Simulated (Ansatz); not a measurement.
**Fields on a plane of SiC (wurtzite)**

```xyz
4
Lattice="3.0753 0.0000 0.0000 -1.5376 2.6633 0.0000 0.0000 0.0000 5.0482" Properties=species:S:1:pos:R:3 pbc="T T T"
Si     1.5376     0.8878     0.0025
Si     0.0000     1.7755     2.5266
C      1.5376     0.8878     3.1536
C      0.0000     1.7755     0.6295
```

The slice is a (-1 1 0 2) plane (indices of the conventional cell) through the point (0.333, 0.667, 0.500) (fractional), spanned by u = [110] and v = [1 -1 1] in vectors of this cell: u (3.08 Å) and v (7.34 Å, at 90° to u). It covers one period; positions are fractions (u, v).

Atoms on it: Si at (0.00, 0.00). Other atoms lie within 1 Å of the plane.

The numbers are results of r2SCAN (plane waves to 500 eV, PAW, scalar-relativistic; Ansatz, a first-principles code), not measurements. k mesh 12×12×7. Near the nuclei the fields are pseudised (PAW); where an atom keeps semicore shells as valence, they peak there. SiC was relaxed with its symmetry unable to fall.

```
|2232111232|
|7531000135|
|8631000136|
|5421111124|
|3322222223|
|2222232222|
|1111222111|
|0000121000|
|0000242000|
|1001464100|
|4312575213|
|8621343126|
|9730010037|
|7531000135|
|3432222234|
|2333333333|
|2333333333|
|2222222222|
|2110111011|
|2100000001|
|3310000013|
|4432101234|
|2354212453|
|1144222441|
```
Scale: ten equal steps from 0.018 (start of '0') to 0.108 (end of '9'), in the order '0123456789'. Values: density of the lowest conduction band (whole band as if filled, smooth part) in e/Å³. The map has 10 points along u (one character each, u = 0 at the left) and 24 along v (v = 0 in the bottom row). 

```
v \ u  0.00  0.20  0.40  0.60  0.80
-----  ----  ----  ----  ----  ----
0.92      x  <3.0   8.5   8.5  <3.0
0.83    6.6   8.6  10.0  10.0   8.6
0.75   10.9  10.3   8.4   8.4  10.3
0.67   11.1  10.1   5.9   5.9  10.1
0.58    9.1   8.6     x     x   8.6
0.50   <3.0   3.6     x     x   3.6
0.42      x  <3.0   8.5   8.5  <3.0
0.33   <3.0  <3.0   9.4   9.4  <3.0
0.25      x   7.9  10.7  10.7   7.9
0.17    4.6   8.4  10.9  10.9   8.4
0.08      x  <3.0   8.9   8.9  <3.0
0.00      x     x   6.6   6.6     x
```

Values: electrostatic potential energy of an electron, from the cell's mean, in eV. Points within 0.8 Å of a nucleus are blanked (x), as the pseudised field means little there. Values under 3 eV are set to 3. The zero, the cell's mean, hangs on the PAW cores.
